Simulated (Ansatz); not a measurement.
YB₂Ir₃ in space group P6/mmm (No. 191; Y on 1a, B on 2c, Ir on 3g), PBE in the plane-wave PAW code Ansatz, all energies at zero smearing, with the estimated change up to a 700 eV cutoff added, with one set of potentials and settings (totals compare only within such a set). Cell of 6 atoms (1 Y, 2 B, 3 Ir): -39970.533 eV.

```json
[
 {"element": "Y", "reference phase": "P6_3/mmc, 2 atoms in the cell", "E (eV/atom)": "-3848.6668"},
 {"element": "B", "reference phase": "R-3m, 12 atoms in the cell", "E (eV/atom)": "-155.9161"},
 {"element": "Ir", "reference phase": "Fm-3m, 1 atoms in the cell", "E (eV/atom)": "-11935.3137"}
]
```

Formation energy per atom, worked out: (-39970.533 − 1×(-3848.6668) − 2×(-155.9161) − 3×(-11935.3137))/6 = -0.682 eV/atom (-66 kJ per mol of atoms), at 0 K, without zero-point energy or fitted corrections.

The workflow started from a Materials Project entry (that database holds measured and hypothetical structures alike); the Crystallography Open Database copy checked does not list it. COD files the formula under space group No. 12, so this cell is another polymorph or a model. Its standing as an ambient phase is unchecked. The cell was relaxed with PBE under the symmetry of its start; of distortions, only those at the zone centre were tested. The run is not spin-polarised. The references are the lowest solids computed at this level, not always the standard phases. Scalar-relativistic: spin–orbit coupling is off unless named, which matters more the heavier the elements.

Potentials: the later of the program's two PAW sets.
